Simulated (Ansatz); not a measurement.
# NMR crystallography of ZnS with hydrogen replacing S: given against relaxed positions

Start: a supercell of ZnS (space group P6_3mc) built from a COD entry (the entry's cell lengths or inner coordinates differ somewhat from later room-temperature determinations), with all atoms left at the host's positions.

```cif
data_Zn18HS17
_symmetry_space_group_name_H-M 'P31m'
_symmetry_Int_Tables_number 157
_cell_length_a 6.6026
_cell_length_b 6.6026
_cell_length_c 18.6900
_cell_angle_alpha 90.000
_cell_angle_beta 90.000
_cell_angle_gamma 120.000
loop_
_atom_site_label
_atom_site_type_symbol
_atom_site_symmetry_multiplicity
_atom_site_Wyckoff_symbol
_atom_site_fract_x
_atom_site_fract_y
_atom_site_fract_z
Zn1 Zn 3 c 0.6667 0.6667 0.0000
Zn4 Zn 3 c 0.6667 0.6667 0.5000
Zn7 Zn 1 a 0.0000 0.0000 0.1667
Zn8 Zn 2 b 0.3333 0.6667 0.1667
Zn10 Zn 3 c 0.0000 0.6667 0.6667
Zn13 Zn 3 c 0.0000 0.6667 0.3333
Zn16 Zn 1 a 0.0000 0.0000 0.8333
Zn17 Zn 2 b 0.3333 0.6667 0.8333
S19 S 3 c 0.6667 0.6667 0.1250
S22 S 3 c 0.6667 0.6667 0.6250
H H 1 a 0.0000 0.0000 0.2917
S26 S 2 b 0.3333 0.6667 0.2917
S28 S 3 c 0.0000 0.6667 0.7917
S31 S 3 c 0.0000 0.6667 0.4583
S34 S 1 a 0.0000 0.0000 0.9583
S35 S 2 b 0.3333 0.6667 0.9583
```

One atom of each set is listed.

Computed with Ansatz: DFT, PBE, plane waves and PAW, scalar-relativistic, 420 eV cutoff, Γ-centred 3×3×1 k-points, Fermi–Dirac smearing 0.01 eV, cell charge +1.

The largest force at the start is 0.66 eV/Å. Relaxing the ions at fixed cell moves them by 0.534 Å at most (atom 7, Zn) and 0.127 Å rms.

| site | moved (Å) | first shell before | first shell after | V_zz before (10²¹ V/m²) | η before |
| --- | --- | --- | --- | --- | --- |
| Zn1 | 0.066 | 4 S at 2.33–2.34 Å | 4 S at 2.31–2.40 Å | 1.54 | 0.02 |
| Zn7 | 0.534 | 3 S at 2.33 Å, 1 H at 2.34 Å | 3 S at 2.25 Å | 9.14 | 0.00 |
| Zn8 | 0.029 | 4 S at 2.33–2.34 Å | 4 S at 2.32–2.33 Å | 1.06 | 0.00 |
| Zn13 | 0.116 | 3 S at 2.33–2.34 Å, 1 H at 2.33 Å | 1 H at 2.13 Å, 3 S at 2.29–2.40 Å | 8.37 | 0.16 |
| Zn16 | 0.013 | 4 S at 2.33–2.34 Å | 4 S at 2.32–2.38 Å | 0.55 | 0.00 |
| S19 | 0.041 | 4 Zn at 2.33–2.34 Å | 4 Zn at 2.25–2.40 Å | 2.10 | 0.32 |
| S22 | 0.007 | 4 Zn at 2.33–2.34 Å | 4 Zn at 2.31–2.34 Å | 1.67 | 0.01 |
| H | 0.473 | 4 Zn at 2.33–2.34 Å | 3 Zn at 2.13 Å | -0.009 | 0.00 |
| S28 | 0.006 | 4 Zn at 2.33–2.34 Å | 4 Zn at 2.32–2.33 Å | 0.64 | 0.01 |
| S31 | 0.018 | 4 Zn at 2.33–2.34 Å | 4 Zn at 2.29–2.36 Å | 3.19 | 0.03 |

(1) How do the gradients change?

## Answers

(1) 

```
site  V_zz after  η after  change of V_zz
 Zn1        2.61     0.32           +1.07
 Zn7       15.03     0.00           +5.89
 Zn8       -0.41     0.00           -1.47
Zn13        5.70     0.68           -2.67
Zn16        1.67     0.00           +1.12
 S19        2.36     0.22               –
 S22        1.15     0.10           -0.52
   H       -0.18     0.00           -0.17
 S28        0.18     0.72               –
 S31        2.51     0.21           -0.68
```

The largest change of V_zz along a kept axis is on Zn7, from 9.14 to 15.03. Where |V_zz| stays above 0.1 and the axes keep their order, η moves most on Zn13, from 0.16 to 0.68. V_zz changes sign on Zn8 (same axis). On S19, S28, Zn10 (not all in the table) the largest principal value lies along another axis in the second run, so the two V_zz can't be compared directly. The table leaves out 6 of the 16 sites, with |V_zz| up to 3.99; their tensors move by 0.97 at most along any direction. The statements above cover all sites. The host's own positions weren't relaxed first, so part of the change far from the defect can be the host's relaxation.

The defect repeats with the cell of 36 atoms, so it feels its images: sites between two images don't show the values beside a lone defect, and zeros or small values of η there can come from the images' arrangement. S and Zn carry a gradient in the pure host already, so the values there aren't the defect's effect alone. A uniform background compensates the cell's charge.
Before: The neighbours have not yet relaxed around the defect (largest force 0.66 eV/Å), so a real crystal will differ.
After: The relaxation keeps the site symmetry 3m of the start, so the impurity can move only along its axis; a start off the site could end lower.
